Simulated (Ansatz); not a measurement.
An Ansatz (a program for electronic structure) input:

Ansatz 0.2 input:
```yaml
crystal:
  lattice:
    - [-3.291675436, 3.291675436, 2.9834808559]
    - [3.291675436, -3.291675436, 2.9834808559]
    - [3.291675436, 3.291675436, -2.9834808559]
  atoms:
    - { symbol: Hf, position: [0.0, 0.0, 0.0] }
    - { symbol: Hf, position: [0.75, 0.25, 0.5] }
    - { symbol: Si, position: [0.25, 0.75, 0.5] }
    - { symbol: Si, position: [0.5, 0.5, 0.0] }
    - { symbol: O, position: [0.1333141369, 0.3180990762, 0.8152150607] }
    - { symbol: O, position: [0.0680990762, 0.7528840155, 0.6847849393] }
    - { symbol: O, position: [0.5028840155, 0.3180990762, 0.1847849393] }
    - { symbol: O, position: [0.0680990762, 0.3833141369, 0.3152150607] }
    - { symbol: O, position: [0.6166858631, 0.9319009238, 0.6847849393] }
    - { symbol: O, position: [0.6819009238, 0.8666858631, 0.1847849393] }
    - { symbol: O, position: [0.2471159845, 0.9319009238, 0.3152150607] }
    - { symbol: O, position: [0.6819009238, 0.4971159845, 0.8152150607] }
kpoints:
  mp_grid: { grid: [4, 4, 4] }
hamiltonian:
  xc: hse06
  pseudopotentials: { azcp: { folder: ./paw }, kind: paw }
scf:
  n_extra_bands: 12
  occupations: { method: fixed }
output:
  eigenvalues: true
  eigenstates:
    e_range: [-9.0, 16.1]
    kpoints:
      - [0.0625, 0.0625, -0.0625]  # VBM
      - [0.25, 0.255208, 0.1875]  # CBM
      - [0.0, 0.0, 0.0]  # GAMMA
      - [-0.5, 0.5, 0.5]  # M
      - [0.0, 0.0, 0.5]  # X
      - [0.25, 0.25, 0.25]  # P
      - [0.4553773314, 0.4553773314, -0.4553773314]  # Z
      - [-0.4553773314, 0.5446226686, 0.4553773314]  # Z_0
      - [0.0, 0.5, 0.0]  # N
```

How many symmetry operations and irreducible k-points will the run report?

16 operations, 13 of 64 k-points.

With a cutoff of 420 eV, how many plane waves at Γ?

2529.

It took very roughly 4 core-minutes on shared server cores.

The points marked VBM and CBM come from a semilocal run.

Space group I4_1/amd. The cell was relaxed with PBEsol under the symmetry of its start. No spin polarisation was allowed. Scalar-relativistic: spin–orbit coupling is off unless named, which matters more the heavier the elements.

Potentials: the earlier of the program's two PAW sets.

Ansatz is a plane-wave DFT program.
